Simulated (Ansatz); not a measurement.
The start is a relaxed ZnO cell, doubled along one cell vector, shaken by Gaussian noise of σ = 0.08 Å a coordinate. The cell and all atomic positions are relaxed at zero pressure with PBE (plane waves to 420 eV, PAW, scalar-relativistic; Ansatz, an electronic-structure program). The first steps use a coarse 4×8×5 k-mesh.

The start:
```yaml
crystal:
  lattice:
    - [6.55919, 0.00000, 0.00000]
    - [-1.63980, 2.84021, 0.00000]
    - [0.00000, 0.00000, 5.29330]
  atoms:
    - { symbol: Zn, position: [0.32643, 0.31455, 0.99143] }
    - { symbol: Zn, position: [0.85133, 0.35415, 0.02239] }
    - { symbol: Zn, position: [0.18182, 0.70623, 0.53223] }
    - { symbol: Zn, position: [0.65385, 0.69352, 0.52671] }
    - { symbol: O, position: [0.33026, 0.29095, 0.62459] }
    - { symbol: O, position: [0.83502, 0.37081, 0.61932] }
    - { symbol: O, position: [0.20362, 0.70194, 0.12285] }
    - { symbol: O, position: [0.69872, 0.69499, 0.11305] }
```

Q: What pressure does the first self-consistent step give?

A: +3.7 GPa (positive: the cell is compressed).

Q: By how much does the energy per atom fall from start to end?

A: 0.12 eV/atom.

Q: Is the parent structure recovered?

A: It returns to the parent structure, P6₃mc (No. 186).

Q: How do the shortest distances between atoms change?

A: The closest pairs of elements (up to four, under 3.6 Å), start → end: O–Zn 1.73 → 2.00 Å; Zn–Zn 2.98 → 3.25 Å; O–O 3.12 → 3.25 Å.

Q: What band gap does the relaxed structure have at this level?

A: 0.74 eV, direct at Γ (no spin-orbit coupling).

It ends as:

Space group P6₃mc (No. 186); a = b = 3.280 Å, c = 5.293 Å, α = β = 90.00°, γ = 120.00°

```tsv
atom	site	symmetry	x	y	z
Zn	2b	3m.	0.3333	0.6667	0.4914
O	2b	3m.	0.6667	0.3333	0.3705
```

Final values are on a 12×12×6 k-mesh of the relaxed cell. No spin polarisation in the result.
